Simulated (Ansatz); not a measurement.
Al3GaN4 under pressure

Method: DFT PBEsol, scalar-relativistic, plane waves, PAW (Ansatz 0.2.0). Settings: 420 eV cutoff, 6×8×4 k-mesh, Gaussian smearing of 0.02 eV, no spin polarisation.

Starting point, cell and atoms relaxed:

```xyz
8
Lattice="5.0434 0.0000 0.0001 0.0000 3.1301 0.0000 -0.0032 0.0000 5.4180" Properties=species:S:1:pos:R:3 pbc="T T T"
Al    2.5223    1.5650    0.9066
Al    0.0019    1.5650    4.5230
Al    0.0044    0.0000    1.7971
Ga    2.5166    0.0000    3.6095
N     0.5585    0.0000    3.6102
N     0.6170    1.5650    0.9057
N     3.1500    1.5650    4.5522
N     3.1419    0.0000    1.7679
```

Cell and atoms are relaxed at each pressure within the symmetry of the start, at zero temperature, so transitions that lower the symmetry aren't seen. The k-mesh given is that at zero pressure and may differ at others. a, b and c are the lengths of the cell vectors above. Gaps are Kohn–Sham gaps over the whole zone.

| P (GPa) | V (Å³/atom) | V/V0 | a (Å) | b (Å) | c (Å) |
| --- | --- | --- | --- | --- | --- |
| -2 | 10.81 | 1.011 | 5.062 | 3.141 | 5.437 |
| 0 | 10.69 | 1.000 | 5.043 | 3.130 | 5.418 |
| 2 | 10.58 | 0.990 | 5.025 | 3.120 | 5.400 |
| 5 | 10.44 | 0.976 | 5.000 | 3.106 | 5.376 |
| 10 | 10.21 | 0.955 | 4.960 | 3.085 | 5.338 |
| 20 | 9.82 | 0.918 | 4.889 | 3.047 | 5.272 |

(1) What bulk modulus and pressure derivative fit these points?

(2) Which cell vector or vectors give way most up to 20 GPa?

(3) What does pressure do to the gap?

Answers

(1) A third-order Birch–Murnaghan fit gives B0 = 198 GPa and B0' = 3.9.

(2) a: the changes are a -3.1 %, b -2.7 %, c -2.7 %.

(3) The gaps are 3.39 eV at -2 GPa, 3.48 eV at 0 GPa, 3.56 eV at 2 GPa, 3.67 eV at 5 GPa, 3.84 eV at 10 GPa, 4.15 eV at 20 GPa.